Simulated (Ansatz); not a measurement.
Band table of Ni (fcc type)

```xyz
1
Lattice="0.0000 1.3457 1.3457 1.3457 0.0000 1.3457 1.3457 1.3457 0.0000" Properties=species:S:1:pos:R:3 pbc="T T T"
Ni    0.0000    0.0000    0.0000
```

The cell comes from a relaxation on PAW files under the same functional.

Computed with Ansatz 0.2.0; functional PBE, scalar-relativistic. Settings: a Γ-centred 21×21×21 k mesh, Fermi–Dirac smearing of 0.05 eV, no spin polarisation. Methods: LAPW: all electrons, basis error target 1 meV/atom.

This run: volume at 0.45 of the series' base cell.

Spin polarisation is left out, though a magnetic state may lie lower.

Path points, in fractions of the reciprocal vectors: Γ (0.000, 0.000, 0.000), X (0.500, 0.000, 0.500), U (0.625, 0.250, 0.625), K (0.375, 0.375, 0.750), L (0.500, 0.500, 0.500), W (0.500, 0.250, 0.750). The distance column jumps between branches of the path. Levels in eV from the Fermi level; bands 5 to 10, counted from the lowest band of the run. The gap is zero, the pressure 1059 GPa.

```
# k(1/Å) point b5 b6 b7 b8 b9 b10
0.000 Γ -15.30 -6.11 -6.11 -6.11 -2.48 -2.48
0.292 - -14.91 -6.39 -5.92 -5.92 -2.75 -2.40
0.584 - -13.80 -7.14 -5.36 -5.36 -3.44 -2.15
0.875 - -12.34 -8.19 -4.47 -4.47 -4.17 -1.78
1.167 - -11.36 -9.32 -3.99 -3.31 -3.31 -1.33
1.459 - -11.56 -10.36 -2.14 -2.00 -2.00 -0.86
1.751 - -12.35 -11.18 -0.73 -0.73 -0.45 0.73
2.043 - -13.02 -11.70 -0.17 0.25 0.25 3.51
2.335 X -13.27 -11.88 -0.07 0.62 0.62 4.78
2.438 - -13.23 -11.84 -0.11 0.39 0.61 5.05
2.541 - -13.13 -11.74 -0.24 -0.19 0.56 5.72
2.644 - -12.95 -11.57 -0.91 -0.44 0.49 6.62
2.747 - -12.72 -11.33 -1.69 -0.71 0.38 7.64
2.850 - -12.45 -11.02 -2.47 -1.02 0.25 8.72
2.954 - -12.13 -10.66 -3.23 -1.37 0.09 9.85
3.057 - -11.79 -10.25 -3.95 -1.74 -0.10 11.01
3.160 U -11.42 -9.83 -4.62 -2.12 -0.32 12.20
4.590 K -11.42 -9.83 -4.62 -2.12 -0.32 12.20
4.899 - -10.19 -8.65 -6.33 -3.17 -1.09 10.17
5.209 - -8.93 -8.04 -7.48 -3.93 -2.02 6.48
5.518 - -8.84 -8.04 -7.27 -4.27 -3.02 3.26
5.828 - -10.14 -8.05 -6.18 -4.19 -3.99 0.60
6.137 - -11.91 -7.62 -5.49 -4.86 -3.77 -1.34
6.447 - -13.63 -6.95 -5.53 -5.50 -3.18 -2.28
6.756 - -14.86 -6.35 -5.96 -5.91 -2.68 -2.48
7.066 Γ -15.30 -6.11 -6.11 -6.11 -2.48 -2.48
7.318 - -15.00 -6.26 -6.00 -6.00 -2.55 -2.55
7.571 - -14.16 -6.62 -5.73 -5.73 -2.68 -2.68
7.824 - -12.99 -6.94 -5.49 -5.49 -2.66 -2.66
8.077 - -11.95 -6.71 -5.52 -5.52 -2.27 -2.27
8.329 - -11.57 -5.78 -5.78 -5.45 -1.56 -1.56
8.582 - -11.67 -6.08 -6.08 -3.50 -0.80 -0.80
8.835 - -11.86 -6.31 -6.31 -1.69 -0.24 -0.24
9.087 L -11.94 -6.39 -6.39 -0.91 -0.03 -0.03
9.294 - -11.77 -6.59 -6.25 -2.19 -0.05 1.43
9.500 - -11.32 -7.14 -5.84 -3.62 -0.12 3.37
9.706 - -10.65 -7.94 -5.19 -4.85 -0.23 5.43
9.913 - -9.87 -8.82 -5.86 -4.37 -0.31 7.57
10.119 - -9.62 -9.10 -6.67 -3.57 -0.28 9.75
10.325 - -10.26 -8.42 -7.27 -3.08 0.01 11.96
10.532 - -10.66 -7.94 -7.64 -2.94 0.43 14.10
10.738 W -10.80 -7.77 -7.77 -2.93 0.63 15.49
10.884 - -10.92 -8.68 -6.76 -2.79 0.63 13.95
11.030 - -11.26 -9.50 -5.67 -2.40 0.63 12.40
11.176 - -11.72 -10.21 -4.52 -1.87 0.62 10.84
11.322 - -12.20 -10.80 -3.32 -1.31 0.62 9.31
11.468 - -12.64 -11.27 -2.09 -0.81 0.62 7.82
11.614 - -12.98 -11.60 -0.88 -0.41 0.62 6.43
11.760 - -13.20 -11.81 -0.16 0.15 0.62 5.29
11.905 X -13.27 -11.88 -0.07 0.62 0.62 4.78
```
